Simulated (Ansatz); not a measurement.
Question: MoS2 in space group P6_3/mmc (No. 194; Mo on 2b, S on 4f) is relaxed with LDA in the plane-wave PAW code Ansatz. What lattice parameters of the conventional cell result?

Answer: a = 3.128 Å, c = 12.199 Å.

Question: Give the free coordinates with the occupied sites.

Answer: In one choice of origin and axes:

```tsv
atom	site	symmetry	x	y	z
Mo	2b	-6m2	0.0000	0.0000	0.2500
S	4f	3m.	0.3333	0.6667	0.1229
```

Question: Is it a metal or does it have a gap at this level?

Answer: A gap of 0.81 eV, indirect.

The workflow started from a Materials Project entry (that database holds measured and hypothetical structures alike). Its sites differ from those of the usual phase in this space group: another stacking or structure type. The cell was relaxed with LDA under the symmetry of its start; phonons on a q-mesh show no instability. No spin polarisation was allowed. A crystal of weakly bound layers computed without a dispersion correction: the cell and the soft elastic constants depend strongly on that. Scalar-relativistic: spin–orbit coupling is off unless named, which matters more the heavier the elements.

Potentials: the earlier of the program's two PAW sets.
